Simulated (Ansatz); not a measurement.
OsCl4:
```
CELL_PARAMETERS angstrom
      3.99050    -4.01927     0.00000
      3.99050     4.01927     0.00000
      0.00000     0.00000     3.52812
ATOMIC_POSITIONS crystal
  Cl 0.80510 0.19490 0.50000
  Cl 0.19490 0.80510 0.50000
  Os 0.00000 0.00000 0.00000
  Cl 0.28385 0.28385 0.00000
  Cl 0.71615 0.71615 0.00000
```

Relaxed with r²SCAN+D4.

Task: Give the Bader charges and basin volumes of the independent atoms, r²SCAN+D4 (plane waves, PAW; program Ansatz).

Result: 

| atom | Bader charge (e) | Bader volume (Å³) |
|---|---|---|
| Cl1 | -0.34 | 23.1 |
| Os3 | +1.42 | 13.9 |
| Cl4 | -0.37 | 26.5 |

Space group Cmmm. The workflow started from an entry of the Crystallography Open Database (COD). Whether it is the stable phase at ambient conditions was not checked. The cell was relaxed with r²SCAN+D4 under the symmetry of its start; its stability against distortions is not shown here. No spin polarisation was allowed. Scalar-relativistic: spin–orbit coupling is off unless named, which matters more the heavier the elements.

Potentials: the later of the program's two PAW sets.
